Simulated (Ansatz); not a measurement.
Input and output for bcc Ta (111), 5 layers: DFT, PBEsol, all-electron LAPW, scalar-relativistic (Ansatz 0.2.0).

The slab is cut from a bulk crystal relaxed on PAW files (its atoms may have been relaxed since).

Command: `ansatz run input.yaml --threads 2 --pin off --max-ram 4096MiB --backend cpu --events-out ev --progress --plain --runs-dir out` It took 46 s on 2 threads of AMD EPYC 9R45 96-Core Processor (Zen 5) (shared host), peak memory 1.1 GiB.

```yaml
crystal:
  lattice:
    - [4.6404568516, 0.0, 0.0]
    - [-2.3202284258, 4.0187535186, 0.0]
    - [0.0, 0.0, 19.7889]
  atoms:
    - { symbol: Ta, position: [0.833333333, 0.166666667, 0.4042666053] }
    - { symbol: Ta, position: [0.166666667, 0.833333333, 0.4521333025] }
    - { symbol: Ta, position: [0.5, 0.5, 0.5] }
    - { symbol: Ta, position: [0.833333333, 0.166666667, 0.5478666975] }
    - { symbol: Ta, position: [0.166666667, 0.833333333, 0.5957333947] }
kpoints:
  mp_grid: { grid: [8, 8, 1] }
scf:
  occupations: { method: fermi_dirac, width: 0.08 }
hamiltonian:
  xc: pbesol
  pseudopotentials: { kind: all_electron, lapw: { basis_error: 0.001 } }
output:
  forces: true
  stress: true
  eigenvalues: true
  populations: true
  dos: { projected: true, de: 0.2, e_range: [-14, 8] }
efield:
  axis: 3
  amplitude: 0
  dipole_correction: true
```

Output:

```
Ta: projections on atomic orbitals take those of the free atom 1s2 2s2 2p6 3s2 3p6 3d10 4s2 4p6 4d10 4f14 5s2 5p6 5d3 6s2, of charge +0.00 (hamiltonian.pseudopotentials.projection_atoms)
LAPW: plane waves up to 8.360 Å⁻¹, error target 1.0e-3 eV per atom; small_component_spin mean_spin; Ta in spheres of 1.421 Å, 43 of its electrons in bands, Dirac shells [] (how accurate: hamiltonian.pseudopotentials.lapw.basis_error, Limitations)
Engine: ansatz 0.2.0
Pseudopotentials: kind: all_electron
Pseudopotential: Ta, LAPW, valence charge 43, lapw/all_electron/scalar/gaussian/Ta, Koelling and Harmon's equation, gaussian nucleus
Functional definition: PBEsol
  exchange = pbesol_x
  correlation = pbesol_c
Crystal: 5 atoms, lattice volume = 369.040 Å³
Basis set: ecut = 266.30322995813793 eV, 3641 PW (Γ), exchange–correlation at level 2
Bands: 129, of which v1, the nominal top of the filled ones, is band 108 counted from 1 (107 counted from 0)
Symmetry: 6 space group operations
k-points: 10 of 64 (time reversal used)
Non-local potential: Ta, projectors of the file, none
Initial density: superposition of atomic densities (neutral atoms: chi_scale 0, normalization atom)
Initial wavefunctions: plane waves of lowest kinetic energy (no species holds an atomic orbital)
Functional: x = pbesol(κ = 0.804, μ = 0.12345679012345678), c = pbesol(β = 0.046)
iter 1 solved again at ethr=1.51e-2 eV; its pass at ethr=1.00e-1 eV (dr2=3.24e1 eV) is discarded
SCF iter   1: F=—  HF=-2122214.617004 eV  |F-HF|=—  |Δ(HF+E_count)|=         —  Δρ=3.25e-2  dr2=3.24e1  ethr=1.51e-2  p=-0.000 e·Å  D=-5.60e-15 V/Å  ΔV_dip=0.00 eV  dr2_dipole=1.22e-25  V_vac-E_F(+/−)=6.86/6.86 eV  ⟨swp⟩=2.0  Hψ=7543  notcnv=0
efield: sawtooth ramp at fractional position 0.9500 (placed from the atoms, in the widest stretch of the axis that holds none; the zero of the levels goes with the place), width 0.1000; the density the first Hamiltonian is built on has a dipole p = 0.000 e·Å; the dipole correction subtracts the counter field D = 2.68e-13 V/Å, which shifts the + side's vacuum level by -0.00 eV against the − side's; the planar-averaged density in the ramp window peaks in size at 5.6e-7 e/Å³
preconditioner: auto → LDOS  [metal: Δε(μ)=0.034 eV  Ē_g=23.038 eV  σ=0.080 eV  W_gap=0.11  n_scr=92 (ndim 8)  ℏωp=21.6 eV  f_vac=0.672  D(μ)=4.80/eV (n_scr^D=8)  β→1.0]
SCF iter   2: F=—  HF=-2122217.537581 eV  |F-HF|=—  |Δ(HF+E_count)|=    2.92e0  Δρ=5.56e-2  dr2=1.09e2  ethr=1.51e-2  p=-0.000 e·Å  D=-7.57e-8 V/Å  ΔV_dip=0.00 eV  dr2_dipole=1.52e-11  V_vac-E_F(+/−)=1.18/1.18 eV  ⟨swp⟩=3.0  Hψ=3971  notcnv=0  recentre
SCF iter   3: F=—  HF=-2122210.121657 eV  |F-HF|=—  |Δ(HF+E_count)|=    7.42e0  Δρ=1.52e-2  dr2=7.87e0  ethr=1.51e-2  p=-0.000 e·Å  D=-3.39e-8 V/Å  ΔV_dip=0.00 eV  dr2_dipole=3.72e-14  V_vac-E_F(+/−)=5.31/5.31 eV  ⟨swp⟩=3.0  Hψ=3903  notcnv=0
iter 4 solved again at ethr=1.19e-4 eV; its pass at ethr=3.66e-3 eV (dr2=2.55e-1 eV) is discarded
SCF iter   4: F=—  HF=-2122209.128279 eV  |F-HF|=—  |Δ(HF+E_count)|=   9.93e-1  Δρ=3.15e-3  dr2=2.55e-1  ethr=1.19e-4  p=0.000 e·Å  D=1.10e-8 V/Å  ΔV_dip=-0.00 eV  dr2_dipole=7.24e-14  V_vac-E_F(+/−)=4.15/4.15 eV  ⟨swp⟩=2.0  Hψ=6555  notcnv=0
SCF iter   5: F=—  HF=-2122209.099664 eV  |F-HF|=—  |Δ(HF+E_count)|=         —  Δρ=1.08e-3  dr2=6.80e-3  ethr=1.19e-4  p=0.000 e·Å  D=3.08e-9 V/Å  ΔV_dip=-0.00 eV  dr2_dipole=3.94e-16  V_vac-E_F(+/−)=3.81/3.81 eV  ⟨swp⟩=3.0  Hψ=3938  notcnv=0
the basis was enlarged: its passes take 1.6 MiB over the memory plan, 2 of 2 planned eigensolver slots
SCF iter   6: F=—  HF=-2122209.095911 eV  |F-HF|=—  |Δ(HF+E_count)|=   3.75e-3  Δρ=4.80e-4  dr2=1.42e-3  ethr=3.16e-6  p=0.000 e·Å  D=6.36e-9 V/Å  ΔV_dip=-0.00 eV  dr2_dipole=4.71e-15  V_vac-E_F(+/−)=3.72/3.72 eV  ⟨swp⟩=3.0  Hψ=3959  notcnv=0
[... lines left out ...]
  E_atoms      = -2122164.547530  (free atoms, spherical and without spin; not in F)
  Σ components = -2122209.095976   (vs F -2122209.095976, Δ=0.00e0)
  Basis errors (estimates in eV, not in F): energy 4.0e-4 per atom: plane waves 3.6e-4 (2.1e-4 summed), levels above the bands 1.0e-33, relativity 6.1e-8, radial functions 4.6e-5, core shells 1.6e-8; eigenvalues (radial functions only) 7.0e-7; not estimated: angular momenta, meshes, grids; target (lapw.basis_error) 1.0e-3; muffin-tin radii Ta 1.421 Å
--- Forces (eV/Å), atoms counted from 1 ---
  atom   1  Ta     0.00000000     0.00000000     2.57654237
  atom   2  Ta    -0.00000000    -0.00000000     1.00343782
  atom   3  Ta    -0.00000000    -0.00000000     0.00000000
  atom   4  Ta     0.00000000     0.00000000    -1.00343782
  atom   5  Ta    -0.00000000    -0.00000000    -2.57654237
  max |Σ_I F_I| component: 1.02e-9 eV/Å
--- Stress (GPa, compression-positive) ---
       -4.595636      -0.000000      -0.000000
       -0.000000      -4.595636      -0.000000
       -0.000000      -0.000000      -5.062064
  P = ⅓ Tr σ = -4.7511 GPa (-47.511 kbar)
--- Band table (eV; the first three rows and the last of 10) ---
  k-point 0: bands = ["-391.5062", "-391.5062", "-391.4566", "-391.4566", "-391.4566", "-391.4566", "-391.1584", "-391.1328", "-391.1328", "-390.7173", "-390.7173", "-390.6946", "-390.6946", "-390.6946", "-390.6946", "-213.2684", "-213.2684", "-213.2684", "-213.2684", "-213.2617", "-213.2617", "-213.2190", "-213.2190", "-213.2190", "-213.2190", "-212.9440", "-212.9268", "-212.9268", "-212.8955", "-212.8955", "-212.4945", "-212.4945", "-212.4945", "-212.4945", "-212.4790", "-212.4790", "-212.4572", "-212.4572", "-212.4572", "-212.4572", "-64.4167", "-64.4134", "-64.1138", "-63.6704", "-63.6683", "-31.0780", "-31.0706", "-30.9456", "-30.9456", "-30.9146", "-30.9146", "-30.7701", "-30.7701", "-30.6151", "-30.2432", "-30.1620", "-30.1620", "-30.1485", "-29.9264", "-29.9264", "-16.3259", "-16.3257", "-16.3235", "-16.3235", "-16.3232", "-16.3232", "-16.3103", "-16.3103", "-16.3103", "-16.3103", "-16.2564", "-16.2563", "-16.2546", "-16.2545", "-16.0097", "-15.9929", "-15.9929", "-15.9648", "-15.9648", "-15.9614", "-15.9591", "-15.5543", "-15.5536", "-15.5536", "-15.5506", "-15.5505", "-15.5505", "-15.5412", "-15.5412", "-15.5387", "-15.5387", "-15.5164", "-15.5133", "-15.5130", "-15.5067", "-3.2870", "-0.4400", "0.4442", "0.4442", "1.8718", "2.0635", "2.0635", "2.1729", "2.5774", "2.5774", "2.9181", "2.9181", "3.0313", "3.3998", "3.3998", "3.9606", "5.6777", "5.6777", "5.7456", "6.0631", "6.0631", "6.1953", "7.1187", "7.1960", "7.2171", "7.2171", "7.8778", "7.8778", "8.5694", "8.6678", "8.6678", "9.2286", "10.8107", "10.9621"]
  k-point 1: bands = ["-391.5062", "-391.5062", "-391.4566", "-391.4566", "-391.4566", "-391.4566", "-391.1584", "-391.1328", "-391.1328", "-390.7173", "-390.7173", "-390.6946", "-390.6946", "-390.6946", "-390.6946", "-213.2684", "-213.2684", "-213.2684", "-213.2684", "-213.2617", "-213.2617", "-213.2190", "-213.2190", "-213.2190", "-213.2190", "-212.9440", "-212.9268", "-212.9268", "-212.8955", "-212.8955", "-212.4945", "-212.4945", "-212.4945", "-212.4945", "-212.4790", "-212.4790", "-212.4572", "-212.4572", "-212.4572", "-212.4572", "-64.4163", "-64.4132", "-64.1130", "-63.6714", "-63.6690", "-31.0845", "-31.0792", "-30.9810", "-30.9644", "-30.9153", "-30.9047", "-30.7443", "-30.7385", "-30.6260", "-30.2307", "-30.1720", "-30.1498", "-30.1183", "-29.9563", "-29.9268", "-16.3259", "-16.3256", "-16.3235", "-16.3235", "-16.3232", "-16.3232", "-16.3104", "-16.3104", "-16.3104", "-16.3103", "-16.2563", "-16.2562", "-16.2546", "-16.2545", "-16.0097", "-15.9929", "-15.9929", "-15.9649", "-15.9648", "-15.9613", "-15.9588", "-15.5547", "-15.5541", "-15.5537", "-15.5507", "-15.5503", "-15.5500", "-15.5414", "-15.5412", "-15.5388", "-15.5388", "-15.5166", "-15.5132", "-15.5128", "-15.5073", "-3.0765", "-0.3651", "0.4578", "0.5722", "1.4632", "1.9220", "2.0040", "2.1940", "2.4592", "2.7013", "2.9534", "3.0467", "3.2999", "3.5016", "3.5640", "4.1354", "5.3586", "5.5654", "5.8194", "6.0364", "6.0721", "6.2207", "6.8902", "7.1457", "7.2294", "7.3044", "7.8205", "7.8593", "8.1061", "8.4504", "8.6859", "9.3158", "10.5894", "10.9708"]
  k-point 2: bands = ["-391.5062", "-391.5062", "-391.4566", "-391.4566", "-391.4566", "-391.4566", "-391.1584", "-391.1328", "-391.1328", "-390.7173", "-390.7173", "-390.6946", "-390.6946", "-390.6946", "-390.6946", "-213.2684", "-213.2684", "-213.2684", "-213.2684", "-213.2617", "-213.2617", "-213.2190", "-213.2190", "-213.2190", "-213.2190", "-212.9440", "-212.9268", "-212.9268", "-212.8955", "-212.8955", "-212.4945", "-212.4945", "-212.4945", "-212.4945", "-212.4790", "-212.4790", "-212.4572", "-212.4572", "-212.4572", "-212.4572", "-64.4152", "-64.4128", "-64.1109", "-63.6736", "-63.6705", "-31.1156", "-31.0893", "-31.0402", "-30.9629", "-30.9229", "-30.8980", "-30.7028", "-30.6968", "-30.6380", "-30.2109", "-30.1524", "-30.1193", "-30.0953", "-30.0178", "-29.9290", "-16.3257", "-16.3255", "-16.3236", "-16.3235", "-16.3232", "-16.3232", "-16.3107", "-16.3106", "-16.3105", "-16.3104", "-16.2561", "-16.2561", "-16.2547", "-16.2546", "-16.0096", "-15.9929", "-15.9928", "-15.9653", "-15.9650", "-15.9613", "-15.9582", "-15.5555", "-15.5550", "-15.5538", "-15.5511", "-15.5496", "-15.5490", "-15.5416", "-15.5412", "-15.5390", "-15.5389", "-15.5169", "-15.5138", "-15.5119", "-15.5087", "-2.4791", "-0.1593", "0.3948", "0.9409", "1.0127", "1.5701", "1.9623", "2.1201", "2.2966", "2.8536", "3.0131", "3.1728", "3.6280", "3.7914", "3.8372", "4.6700", "4.8812", "5.3204", "5.4583", "5.9205", "5.9524", "6.3752", "6.3925", "7.0278", "7.3205", "7.5516", "7.7136", "7.7153", "7.8583", "8.0842", "8.9268", "9.1318", "9.5218", "10.1049"]
  k-point 9: bands = ["-391.5062", "-391.5062", "-391.4566", "-391.4566", "-391.4566", "-391.4566", "-391.1584", "-391.1328", "-391.1328", "-390.7173", "-390.7173", "-390.6946", "-390.6946", "-390.6946", "-390.6946", "-213.2684", "-213.2684", "-213.2684", "-213.2684", "-213.2617", "-213.2617", "-213.2190", "-213.2190", "-213.2190", "-213.2190", "-212.9440", "-212.9268", "-212.9268", "-212.8955", "-212.8955", "-212.4945", "-212.4945", "-212.4945", "-212.4945", "-212.4790", "-212.4790", "-212.4572", "-212.4572", "-212.4572", "-212.4572", "-64.4129", "-64.4125", "-64.1072", "-63.6761", "-63.6746", "-31.1512", "-31.1414", "-31.0081", "-30.9998", "-30.9079", "-30.8817", "-30.7227", "-30.7124", "-30.6156", "-30.1554", "-30.1465", "-30.1292", "-30.0241", "-30.0012", "-29.9916", "-16.3254", "-16.3254", "-16.3237", "-16.3233", "-16.3233", "-16.3232", "-16.3110", "-16.3110", "-16.3108", "-16.3106", "-16.2560", "-16.2560", "-16.2547", "-16.2547", "-16.0095", "-15.9928", "-15.9928", "-15.9657", "-15.9655", "-15.9612", "-15.9571", "-15.5567", "-15.5565", "-15.5555", "-15.5509", "-15.5479", "-15.5477", "-15.5413", "-15.5411", "-15.5399", "-15.5392", "-15.5165", "-15.5156", "-15.5112", "-15.5105", "-0.4306", "-0.4065", "-0.0040", "0.6678", "1.1170", "1.4529", "2.2070", "2.6548", "2.7409", "2.8125", "2.9230", "3.2615", "3.3995", "3.5914", "4.0523", "4.1813", "4.6666", "4.7553", "5.1640", "5.3439", "5.6257", "6.0029", "6.6403", "6.8393", "6.9500", "7.2176", "7.8246", "7.8594", "8.6236", "8.7687", "8.9192", "9.3932", "9.5275", "9.6676"]
--- Löwdin populations: 5 sites ---
  site symbol       q [e]
     0     Ta     72.9336
     1     Ta     72.9777
     2     Ta     72.8021
     3     Ta     72.9777
     4     Ta     72.9336
  spilling = 0.001028 (of n_electrons = 365.000000)
```

populations.tsv:

```
# site	symbol	l	j	q
# orbitals = lowdin
# n_electrons = 365.000000
# spilling = 0.001028
# projection_atom_Ta: 1s2 2s2 2p6 3s2 3p6 3d10 4s2 4p6 4d10 4f14 5s2 5p6 5d3 6s2
0	Ta	0_1S	-	2.000000
0	Ta	0_2S	-	1.999989
0	Ta	0_3S	-	1.999866
0	Ta	0_4S	-	1.998607
0	Ta	0_5S	-	1.977754
0	Ta	0_6S	-	1.053345
0	Ta	1_2P	-	6.000000
0	Ta	1_3P	-	5.999997
0	Ta	1_4P	-	5.999867
0	Ta	1_5P	-	5.977205
0	Ta	2_3D	-	9.999999
0	Ta	2_4D	-	9.999976
0	Ta	2_5D	-	3.927846
0	Ta	3_4F	-	13.999187
1	Ta	0_1S	-	1.999999
1	Ta	0_2S	-	1.999982
1	Ta	0_3S	-	1.999770
1	Ta	0_4S	-	1.997618
1	Ta	0_5S	-	1.962310
1	Ta	0_6S	-	0.908287
1	Ta	1_2P	-	6.000000
1	Ta	1_3P	-	5.999997
1	Ta	1_4P	-	5.999866
1	Ta	1_5P	-	5.978446
1	Ta	2_3D	-	9.999999
1	Ta	2_4D	-	9.999961
1	Ta	2_5D	-	4.132843
1	Ta	3_4F	-	13.998652
2	Ta	0_1S	-	2.000000
2	Ta	0_2S	-	1.999982
2	Ta	0_3S	-	1.999775
2	Ta	0_4S	-	1.997664
2	Ta	0_5S	-	1.962580
2	Ta	0_6S	-	0.872835
2	Ta	1_2P	-	6.000000
2	Ta	1_3P	-	5.999998
2	Ta	1_4P	-	5.999897
2	Ta	1_5P	-	5.984309
2	Ta	2_3D	-	9.999999
2	Ta	2_4D	-	9.999961
2	Ta	2_5D	-	3.986126
2	Ta	3_4F	-	13.998986
3	Ta	0_1S	-	1.999999
3	Ta	0_2S	-	1.999982
3	Ta	0_3S	-	1.999770
3	Ta	0_4S	-	1.997618
3	Ta	0_5S	-	1.962310
3	Ta	0_6S	-	0.908287
3	Ta	1_2P	-	6.000000
3	Ta	1_3P	-	5.999997
3	Ta	1_4P	-	5.999866
3	Ta	1_5P	-	5.978446
3	Ta	2_3D	-	9.999999
3	Ta	2_4D	-	9.999961
3	Ta	2_5D	-	4.132843
3	Ta	3_4F	-	13.998652
4	Ta	0_1S	-	2.000000
4	Ta	0_2S	-	1.999989
4	Ta	0_3S	-	1.999866
4	Ta	0_4S	-	1.998607
4	Ta	0_5S	-	1.977754
4	Ta	0_6S	-	1.053345
4	Ta	1_2P	-	6.000000
4	Ta	1_3P	-	5.999997
4	Ta	1_4P	-	5.999867
4	Ta	1_5P	-	5.977205
4	Ta	2_3D	-	9.999999
4	Ta	2_4D	-	9.999976
4	Ta	2_5D	-	3.927846
4	Ta	3_4F	-	13.999187
```

Next run (atoms relaxed), as changes to the input before:

```diff
   atoms:
-    - { symbol: Ta, position: [0.833333333, 0.166666667, 0.4042666053] }
-    - { symbol: Ta, position: [0.166666667, 0.833333333, 0.4521333025] }
-    - { symbol: Ta, position: [0.5, 0.5, 0.5] }
-    - { symbol: Ta, position: [0.833333333, 0.166666667, 0.5478666975] }
-    - { symbol: Ta, position: [0.166666667, 0.833333333, 0.5957333947] }
+    - { symbol: Ta, position: [0.8333333333, 0.1666666667, 0.4160338701] }
+    - { symbol: Ta, position: [0.1666666667, 0.8333333333, 0.4560264764] }
+    - { symbol: Ta, position: [0.5, 0.5, 0.499999986] }
+    - { symbol: Ta, position: [0.8333333333, 0.1666666667, 0.5439735287] }
+    - { symbol: Ta, position: [0.1666666667, 0.8333333333, 0.5839661388] }
 kpoints:
   eigenvalues: true
-  populations: true
-  dos: { projected: true, de: 0.2, e_range: [-14, 8] }
+relax:
+  f_tol: 0.01
+  max_steps: 12
 efield:
```

Command: `ansatz run input.yaml --threads 2 --pin off --max-ram 4096MiB --backend cpu --events-out ev --progress --plain --runs-dir out` It took 110 s on 2 threads of AMD EPYC 9R45 96-Core Processor (Zen 5), with other jobs on the host, peak memory 1.7 GiB.

Results part of the output:

```
SCF converged after 4 iterations
Free energy (F): -2122209.915468 eV
Harris-Foulkes:  -2122209.915468 eV  (|F-HF|=4.66e-9)
Internal energy: -2122209.818399 eV  (E = F + TS)
E sigma→0 (E₀):  -2122209.866934 eV
Entropy (-TS):   -0.097069 eV (-19.414 meV/atom)
Fermi energy:    3.271787 eV
Dipole field:    D = 0.000000 V/Å  (p = 0.000000 e·Å, saw-weighted, corrected)
Work function:   Φ+ = 3.8088 eV   Φ− = 3.8088 eV
[... lines left out ...]
  k-point 9: bands = ["-391.2659", "-391.2659", "-391.2403", "-391.2403", "-391.2403", "-391.2403", "-391.1828", "-391.1599", "-391.1599", "-390.5650", "-390.5650", "-390.5491", "-390.5491", "-390.5491", "-390.5491", "-213.0413", "-213.0413", "-213.0413", "-213.0413", "-213.0151", "-213.0151", "-213.0059", "-213.0059", "-213.0059", "-213.0059", "-212.9702", "-212.9492", "-212.9492", "-212.9255", "-212.9255", "-212.3459", "-212.3459", "-212.3459", "-212.3459", "-212.3177", "-212.3177", "-212.3131", "-212.3131", "-212.3131", "-212.3131", "-64.2262", "-64.2241", "-64.1560", "-63.5579", "-63.5573", "-31.2768", "-31.2543", "-31.0418", "-30.9741", "-30.9058", "-30.8427", "-30.6591", "-30.6317", "-30.5856", "-30.0359", "-30.0326", "-29.9511", "-29.9358", "-29.8265", "-29.8215", "-16.0991", "-16.0990", "-16.0990", "-16.0985", "-16.0934", "-16.0927", "-16.0924", "-16.0919", "-16.0869", "-16.0867", "-16.0583", "-16.0581", "-16.0563", "-16.0562", "-16.0355", "-16.0203", "-16.0202", "-15.9970", "-15.9953", "-15.9952", "-15.9949", "-15.4171", "-15.4139", "-15.4129", "-15.4057", "-15.3990", "-15.3982", "-15.3981", "-15.3945", "-15.3933", "-15.3916", "-15.3833", "-15.3822", "-15.3757", "-15.3750", "-0.8159", "-0.6267", "-0.3949", "0.4195", "0.8164", "0.8206", "2.0407", "2.4313", "2.4856", "2.4907", "2.7005", "3.1967", "3.2268", "3.4841", "4.0174", "4.1562", "4.5461", "4.6208", "5.2365", "5.4842", "5.7593", "6.4645", "6.7006", "7.1282", "7.4357", "7.5165", "8.1608", "8.4652", "8.8952", "9.1583", "9.1677", "9.7238", "9.7269", "9.8889"]
--- Relaxed structure (2 steps of the walk, 2 accepted, 0 SCFs on fresh bases) ---
  F+E_penalty+E_count = -2122209.91546831 eV   max|allowed force component| = 8.670e-3 eV/Å
  atoms:
    - { symbol: Ta, position: [0.8333333333333334, 0.16666666666666669, 0.4160338701] }
    - { symbol: Ta, position: [0.1666666666666668, 0.8333333333333335, 0.4560264764] }
    - { symbol: Ta, position: [0.5, 0.5000000000000001, 0.49999998599999995] }
    - { symbol: Ta, position: [0.8333333333333334, 0.16666666666666669, 0.5439735287] }
    - { symbol: Ta, position: [0.1666666666666668, 0.8333333333333335, 0.5839661388] }
```

Next run (no relativity), as changes to the input before:

```diff
   xc: pbesol
-  pseudopotentials: { kind: all_electron, lapw: { basis_error: 0.001 } }
+  pseudopotentials:
+    kind: all_electron
+    lapw: { basis_error: 0.001 }
+    relativity: none
 output:
   eigenvalues: true
-relax:
-  f_tol: 0.01
-  max_steps: 12
 efield:
```

Command: `ansatz run input.yaml --threads 2 --pin off --max-ram 4096MiB --backend cpu --events-out ev --progress --plain --runs-dir out` It took 70 s on 2 threads of AMD EPYC 9R45 96-Core Processor (Zen 5), on a shared host, peak memory 1.5 GiB.

Results part of the output:

```
SCF 1 converged in 10 iterations: F = -2013621.933559 eV  dr2 = 3.27e-8
SCF converged after 10 iterations
[... lines left out ...]
  k-point 2: bands = ["-445.3193", "-445.3193", "-445.2724", "-444.7471", "-444.7471", "-363.5784", "-363.5784", "-363.5683", "-363.5683", "-363.5683", "-363.5683", "-363.5282", "-363.5282", "-363.5201", "-363.0015", "-363.0015", "-362.9987", "-362.9987", "-362.9987", "-362.9987", "-214.8825", "-214.8825", "-214.8825", "-214.8825", "-214.8562", "-214.8562", "-214.8562", "-214.8562", "-214.8479", "-214.8479", "-214.8376", "-214.8328", "-214.8328", "-214.8020", "-214.8020", "-214.3134", "-214.3134", "-214.3134", "-214.3134", "-214.2828", "-214.2828", "-214.2828", "-214.2828", "-214.2772", "-214.2772", "-50.5278", "-50.4168", "-50.3502", "-49.8860", "-49.8316", "-28.1649", "-28.0923", "-28.0396", "-27.8842", "-27.6416", "-27.5877", "-27.4531", "-27.4168", "-27.3802", "-26.8542", "-26.8010", "-26.7140", "-26.5683", "-26.5603", "-26.5359", "-22.3718", "-22.3715", "-22.3714", "-22.3712", "-22.3566", "-22.3564", "-22.3556", "-22.3555", "-22.3458", "-22.3453", "-22.3385", "-22.3375", "-22.3370", "-22.3370", "-22.3354", "-22.3239", "-22.3146", "-22.3144", "-22.3126", "-22.2948", "-22.2945", "-21.8071", "-21.8071", "-21.8046", "-21.8031", "-21.7976", "-21.7938", "-21.7867", "-21.7859", "-21.7850", "-21.7835", "-21.7832", "-21.7821", "-21.7635", "-21.7627", "-0.4292", "0.1216", "0.2524", "0.8510", "1.0953", "1.5508", "1.6392", "2.1354", "2.4542", "2.5501", "2.6194", "2.7206", "3.7242", "3.7911", "4.0475", "4.9966", "5.0763", "5.2297", "5.4575", "5.7234", "6.0548", "6.6955", "6.8214", "6.9761", "7.3010", "7.3134", "7.6711", "7.8693", "7.8787", "7.9509", "9.3594", "9.8067", "9.9526", "10.4306", "11.2747"]
  k-point 9: bands = ["-445.3193", "-445.3193", "-445.2724", "-444.7471", "-444.7471", "-363.5784", "-363.5784", "-363.5683", "-363.5683", "-363.5683", "-363.5683", "-363.5282", "-363.5282", "-363.5201", "-363.0015", "-363.0015", "-362.9987", "-362.9987", "-362.9987", "-362.9987", "-214.8825", "-214.8825", "-214.8825", "-214.8825", "-214.8562", "-214.8562", "-214.8562", "-214.8562", "-214.8479", "-214.8479", "-214.8376", "-214.8328", "-214.8328", "-214.8020", "-214.8020", "-214.3134", "-214.3134", "-214.3134", "-214.3134", "-214.2828", "-214.2828", "-214.2828", "-214.2828", "-214.2772", "-214.2772", "-50.4476", "-50.4350", "-50.3678", "-49.8863", "-49.8806", "-28.2175", "-28.1959", "-27.9533", "-27.8396", "-27.7570", "-27.6570", "-27.3964", "-27.3529", "-27.2742", "-26.8307", "-26.7977", "-26.6875", "-26.6862", "-26.5133", "-26.5054", "-22.3721", "-22.3720", "-22.3718", "-22.3717", "-22.3566", "-22.3560", "-22.3558", "-22.3556", "-22.3449", "-22.3446", "-22.3375", "-22.3375", "-22.3374", "-22.3362", "-22.3361", "-22.3241", "-22.3145", "-22.3144", "-22.3113", "-22.2951", "-22.2949", "-21.8090", "-21.8068", "-21.8062", "-21.8024", "-21.7958", "-21.7954", "-21.7865", "-21.7856", "-21.7851", "-21.7834", "-21.7834", "-21.7828", "-21.7630", "-21.7622", "0.1227", "0.4024", "0.7590", "0.7796", "0.9613", "1.0854", "1.9706", "2.3050", "2.3879", "2.9540", "3.0912", "3.3239", "3.5616", "3.5849", "4.1682", "4.2950", "4.6065", "4.9503", "5.2544", "5.5150", "5.9287", "6.2460", "6.5397", "6.9539", "7.3521", "7.5919", "7.8207", "8.2329", "8.8734", "8.9849", "9.2134", "9.6637", "9.8291", "9.9953", "10.0481"]
```
